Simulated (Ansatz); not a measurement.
SnSe:
Space group Pnma (No. 62); a = 11.3326 Å, b = 4.1173 Å, c = 4.3129 Å, α = β = γ = 90.00°

| atom | site | symmetry | x | y | z |
|---|---|---|---|---|---|
| Sn | 4c | .m. | 0.1177 | 0.7500 | 0.0942 |
| Se | 4c | .m. | 0.1423 | 0.2500 | 0.5242 |

Relaxed at zero pressure with DFT-LDA in the program Ansatz with PAW potentials.

Q: The volume is lowered by 6 % and shape and atoms relax at that volume. What pressure results, and how do the axes share the change?

A: 3.0 GPa; a -1.9 %, b -1.1 %, c -3.1 %; the energy rises by 13 meV/atom.

Q: Give the new structure.

A: 
Space group Pnma (No. 62); a = 11.1168 Å, b = 4.0730 Å, c = 4.1778 Å, α = β = γ = 90.00°

```tsv
atom	site	symmetry	x	y	z
Sn	4c	.m.	0.1167	0.7500	0.0683
Se	4c	.m.	0.1404	0.2500	0.5197
```

The phase is kept; no other phase was compared at this pressure.

Symmetry was held in the LDA relaxation. A crystal of weakly bound layers computed without a dispersion correction: the cell and the soft elastic constants depend strongly on that. Spin–orbit coupling is left out wherever it is not named.

Potentials: the earlier of the program's two PAW sets. The files were generated under PBE; for other functionals the program regenerates the frozen cores, and for LDA and PBEsol the local potential too.
